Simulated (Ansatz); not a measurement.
Relaxed-ion elastic tensor of ZrIr (rock salt, Fm-3m) in GPa (Voigt order), the program Ansatz at the PBEsol level (PAW); density 12.21 g/cm³, 19.28 Å³ per atom.

```
 317  96.1  96.1   0.0   0.0   0.0
96.1   317  96.1   0.0   0.0   0.0
96.1  96.1   317   0.0   0.0   0.0
 0.0   0.0   0.0   7.6   0.0   0.0
 0.0   0.0   0.0   0.0   7.6   0.0
 0.0   0.0   0.0   0.0   0.0   7.6
```

Problem. Is the crystal mechanically stable?

Solution. Yes: the smallest eigenvalue of C is 7.6 GPa.

Problem. Work out the Voigt and Reuss bounds. Is their mean of use?

Solution. K_V = 170, K_R = 170; G_V = 48.8, G_R = 12.1 GPa. The bounds lie so far apart that a Hill average or a Debye temperature from it would say little.

The start of the workflow was typed in or built on a structure type; neither database checked (COD, Materials Project) lists it. COD files the formula under space group No. 221. Whether it is the stable phase at ambient conditions was not checked. The cell was relaxed with PBEsol under the symmetry of its start; its stability against distortions is not shown here. The run is not spin-polarised. As this level gives no gap, shear constants depend on the k-mesh and smearing (Fermi–Dirac, 0.1 eV here). Scalar-relativistic: spin–orbit coupling is off unless named, which matters more the heavier the elements.

Potentials: the later of the program's two PAW sets.
